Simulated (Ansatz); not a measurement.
Input and command of a calculation in Ansatz (plane waves; scalar-relativistic PAW potentials unless the input names others):

```yaml
crystal:
  lattice:
    - [3.8722978571, 0.0, 0.0]
    - [-1.9361489285, 3.3535083152, 0.0]
    - [0.0, 0.0, 3.9222937435]
  atoms:
    - { symbol: Ca, position: [0.0, 0.0, 0.0] }
    - { symbol: Be, position: [0.6666666667, 0.3333333333, 0.5] }
basis:
  ecutwfc: "500 eV"
kpoints:
  mp_grid: { grid: [18, 18, 14] }
hamiltonian:
  xc: pbe
scf:
  occupations: { method: gaussian, width: 0.025 }
  initial_density: { chi_scale: 0.3 }
output:
  forces: true
  eigenvalues: true
  stress: true
relax:
  adjacent_minimum: "off"
  f_tol: 0.01
  max_steps: 80
  cell: { stress_tol: 0.05 }
```

```bash
ansatz run input.yaml --threads 1 --pin off --max-ram 2560MiB --backend cpu --events-out ev --progress --plain --runs-dir out
```

Abridged log:
```
Basis set: ecut = 500 eV, 1269 PW (Γ), exchange–correlation on 60×60×60 points (8 copies of the dense FFT grid, shifted against one another)
Bands: 10, of which v1, the nominal top of the filled ones, is band 6 counted from 1 (5 counted from 0)
Symmetry: 12 space group operations
k-points: 296 of 4536 (time reversal used)
SCF iter   1: F=—  HF=-1908.276990 eV  |F-HF|=—  |Δ(HF+E_count)|=         —  Δρ=1.71e-2  dr2=2.18e-1  ethr=3.10e-3  ⟨swp⟩=5.9  Hψ=22449  notcnv=0
SCF iter   2: F=—  HF=-1908.230595 eV  |F-HF|=—  |Δ(HF+E_count)|=   4.64e-2  Δρ=1.02e-2  dr2=8.15e-2  ethr=1.82e-3  ⟨swp⟩=2.0  Hψ=6442  notcnv=0  defer=35
SCF iter   3: F=—  HF=-1908.211473 eV  |F-HF|=—  |Δ(HF+E_count)|=   1.91e-2  Δρ=1.14e-3  dr2=1.15e-3  ethr=6.79e-4  ⟨swp⟩=2.1  Hψ=4713  notcnv=0  defer=35
SCF iter   4: F=—  HF=-1908.211466 eV  |F-HF|=—  |Δ(HF+E_count)|=   7.02e-6  Δρ=3.98e-4  dr2=7.69e-5  ethr=9.62e-6  ⟨swp⟩=2.1  Hψ=5862  notcnv=0  defer=35
SCF iter   5: F=—  HF=-1908.211447 eV  |F-HF|=—  |Δ(HF+E_count)|=   1.85e-5  Δρ=7.39e-5  dr2=2.88e-6  ethr=6.41e-7  ⟨swp⟩=2.8  Hψ=4464  notcnv=0  defer=35
SCF iter   6: F=-1908.211448 eV  HF=-1908.211448 eV  |F-HF|=2.04e-8  |Δ(HF+E_count)|=   7.98e-7  Δρ=7.71e-6  dr2=5.96e-8  ethr=8.33e-10  ⟨swp⟩=3.9  Hψ=13749  notcnv=0
the search or the solves at the SCF's close seem to have found levels that the self-consistency loop had missed (the run counts 3). By its estimate they hold under 1e-12 electrons; where the run keeps them, the occupations were computed again with them
SCF 1 converged in 6 iterations: F = -1908.211448 eV  dr2 = 5.96e-8
relax step   1: F+E_penalty+E_count = -1908.21144802 eV  Δ(F+E_penalty+E_count) = +0.000e0 eV  max|allowed force component| = 3.469e-18 eV/Å  Δτ_max = 0.0000 Å  P = +0.078 GPa  Ω = 50.934 Å³  (6 SCF iters, dr2 threshold 1.00e-7 eV, accepted)
Crystal: 2 atoms, lattice volume = 51.096 Å³
Initial density: handed on by an earlier stage of this run
Initial wavefunctions: those handed on with the density
SCF iter   1: F=—  HF=-1908.211584 eV  |F-HF|=—  |Δ(HF+E_count)|=         —  Δρ=1.02e-4  dr2=7.25e-6  ethr=9.40e-8  ⟨swp⟩=3.8  Hψ=25665  notcnv=0
SCF iter   2: F=—  HF=-1908.211560 eV  |F-HF|=—  |Δ(HF+E_count)|=   2.38e-5  Δρ=4.29e-5  dr2=7.01e-7  ethr=6.04e-8  ⟨swp⟩=1.9  Hψ=3348  notcnv=0
   ...
SCF iter   1: F=—  HF=-1908.211616 eV  |F-HF|=—  |Δ(HF+E_count)|=         —  Δρ=9.60e-5  dr2=8.18e-6  ethr=7.09e-8  ⟨swp⟩=3.2  Hψ=25133  notcnv=0
SCF iter   2: F=—  HF=-1908.211590 eV  |F-HF|=—  |Δ(HF+E_count)|=   2.56e-5  Δρ=3.24e-5  dr2=3.24e-7  ethr=6.82e-8  ⟨swp⟩=2.0  Hψ=3515  notcnv=0
SCF iter   3: F=—  HF=-1908.211589 eV  |F-HF|=—  |Δ(HF+E_count)|=   8.48e-7  Δρ=1.40e-5  dr2=5.08e-8  ethr=2.70e-9  ⟨swp⟩=2.3  Hψ=3878  notcnv=0
SCF iter   4: F=-1908.211589 eV  HF=-1908.211589 eV  |F-HF|=1.32e-9  |Δ(HF+E_count)|=   6.28e-8  Δρ=3.18e-6  dr2=3.88e-9  ethr=5.39e-11  ⟨swp⟩=2.7  Hψ=10419  notcnv=0
SCF 3 converged in 4 iterations: F = -1908.211589 eV  dr2 = 3.88e-9
relax step   3: F+E_penalty+E_count = -1908.21158932 eV  Δ(F+E_penalty+E_count) = -2.870e-5 eV  max|allowed force component| = 1.503e-17 eV/Å  Δτ_max = 0.0000 Å  P = -0.012 GPa  Ω = 51.057 Å³  energy of the carried Pulay correction = -1.412e-6 eV  (4 SCF iters, dr2 threshold 6.47e-9 eV, accepted)
Initial wavefunctions: pseudopotential atomic-orbital guess (no wavefunctions were taken with the density)
SCF iter   1: F=—  HF=-1908.211616 eV  |F-HF|=—  |Δ(HF+E_count)|=         —  Δρ=4.33e-6  dr2=4.55e-9  ethr=1.76e-8  ⟨swp⟩=3.2  Hψ=31992  notcnv=0
SCF iter   2: F=—  HF=-1908.211591 eV  |F-HF|=—  |Δ(HF+E_count)|=   2.49e-5  Δρ=2.07e-6  dr2=7.23e-10  ethr=3.79e-11  ⟨swp⟩=2.1  Hψ=4662  notcnv=0
SCF iter   3: F=—  HF=-1908.211591 eV  |F-HF|=—  |Δ(HF+E_count)|=   4.41e-9  Δρ=6.96e-7  dr2=1.06e-10  ethr=6.02e-12  ⟨swp⟩=2.0  Hψ=3520  notcnv=0
SCF iter   4: F=-1908.211591 eV  HF=-1908.211591 eV  |F-HF|=2.50e-12  |Δ(HF+E_count)|=  4.94e-10  Δρ=5.75e-8  dr2=1.39e-12  ethr=1.00e-12  ⟨swp⟩=5.6  Hψ=12196  notcnv=0
SCF 4 converged in 4 iterations: F = -1908.211591 eV  dr2 = 1.39e-12
SCF converged after 4 iterations
Free energy (F): -1908.211591 eV
Harris-Foulkes:  -1908.211591 eV  (|F-HF|=2.50e-12)
Internal energy: -1908.210816 eV  (E = F + TS)
E sigma→0 (E₀):  -1908.211203 eV
Entropy (-TS):   -0.000775 eV (-0.388 meV/atom)
Fermi energy:    4.804990 eV
--- Forces (eV/Å), atoms counted from 1 ---
  atom   1  Ca     0.00000000     0.00000000     0.00000000
  atom   2  Be     0.00000000     0.00000000     0.00000000
--- Stress (GPa, compression-positive) ---
       -0.013424       0.000000       0.000000
        0.000000      -0.013424       0.000000
        0.000000       0.000000      -0.009562
  P = ⅓ Tr σ = -0.0121 GPa (-0.121 kbar)
--- Relaxed structure (3 steps of the walk, 3 accepted, 1 SCFs on fresh bases) ---
  F+E_penalty+E_count = -1908.21159084 eV   max|allowed force component| = 1.503e-17 eV/Å   (the final SCF, on the basis selected at the relaxed cell)
  cell:  # Å, volume = 51.0567 Å³
    - [3.86755103, 0.0, 0.0]
    - [-1.93377551, 3.34939745, 0.0]
    - [0.0, 0.0, 3.94139575]
  atoms:
    - { symbol: Ca, position: [0.0, 0.0, 0.0] }
    - { symbol: Be, position: [0.66666666, 0.33333333, 0.5] }
```

Apart from outputs and empty bands, the input differs from a reference run on usual settings in scf.initial_density.chi_scale: not typed → 0.3; basis.ecutwfc: 420 → "500 eV"; scf.occupations.width: 0.1 → 0.025. The reference, at the same start, ended its own course with a relaxed volume of 25.55 Å³/atom, pressure -0.02 GPa, largest force 0.000 eV/Å, no gap on the mesh. This run converged in 17 SCF iterations over all its steps (reference: 13) with an energy at zero smearing 0.10 meV/atom above the reference's, a relaxed volume of 25.53 Å³/atom, pressure -0.01 GPa, largest force 0.000 eV/Å, no gap on the mesh.

Time: 99 s on 1 thread of Arm Neoverse V1 (shared host), peak memory 0.54 GiB.